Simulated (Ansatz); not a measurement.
## Al (P6_3/mmc), a film clamped to a substrate

These are results of DFT r2SCAN, scalar-relativistic, plane waves, PAW in Ansatz, not measurements. Settings: plane waves to 500 eV, k-mesh 24×24×14 (Γ-centred), Gaussian smearing 0.15 eV. No spin polarisation. Energies are free energies at this smearing, counted from the undisturbed cell; pressure is positive in compression.

The undisturbed cell (relaxed at this level; with this scan's settings it stands at 0.1 GPa; this form isn't the usual structure):

```
CELL_PARAMETERS angstrom
2.80809 0.00000 0.00000
-1.40404 2.43187 0.00000
0.00000 0.00000 4.68908
ATOMIC_POSITIONS crystal
Al 0.66667 0.33333 0.75000
Al 0.33333 0.66667 0.25000
```

The cell (2 atoms, V0 = 32.02 Å³) is strained by p along both x and y and by q along z, fractional coordinates fixed. τp = (1/V0) ∂E/∂p = (σxx + σyy)(1 + p)(1 + q) and τq = (1/V0) ∂E/∂q = σzz(1 + p)², with tension positive.

```csv
p,q,ΔE (meV/atom),τp (GPa),τq (GPa)
0.000,0.000,0.00,-0.71,0.47
-0.025,0.000,16.82,-13.34,-2.18
0.025,0.000,10.82,8.80,3.25
0.000,-0.025,3.58,-3.77,-3.29
0.000,0.025,5.42,1.76,3.78
```

Q: Get the second derivatives of the energy density.

A: Central differences give A = ∂τp/∂p = 443 GPa (C11 + C22 + 2 C12), C = ∂τq/∂q = 141 GPa (C33) and the cross term B = ∂τq/∂p = 109 GPa (C13 + C23); ∂τp/∂q = 111 GPa must equal B, and any difference shows higher-order terms. The ions are clamped.

Q: A film of this crystal grows with z along the normal on a substrate that imposes p. How does its thickness respond, and what does the misfit cost?

A: Count p and q from the stress-free cell. A free surface needs τq = 0, so q = −(B/C) p = -0.77 p. The energy density left is (A − B²/C) p²/2 = M p², with the biaxial modulus M = 180 GPa; a misfit of 1 % costs 1.80 meV/atom, against 2.21 meV/atom if the thickness were held.

At p = -0.050 the energies along q are 119.3 (q = -0.050), 87.7 (q = -0.025), 69.7 (q = 0.000), 61.5 (q = 0.025), 61.7 (q = 0.050) meV/atom.

Q: Does the linear rule hold at this misfit?

A: A parabola through the lowest point and its neighbours has its minimum at q = 0.037, 60.6 meV/atom. With the stress left in the starting cell, τp0 and τq0, linear elasticity gives q = −(τq0 + Bp)/C = 0.035 and E = V0(τp0 p + τq0 q + Ap²/2 + Bpq + Cq²/2)/N = 50.2 meV/atom. The energies differ by more than a tenth, so the quadratic law fails here: the gap holds the anharmonic part, with some error from the wide steps. Cubic terms also shift the vertex of so wide a parabola.

In a metal these slopes depend on the k mesh and the smearing.

Cost: 25 runs of about 12 core-minutes in all, on Intel Xeon Processor @ 2.50GHz (Skylake/Cascade Lake) (shared hosts).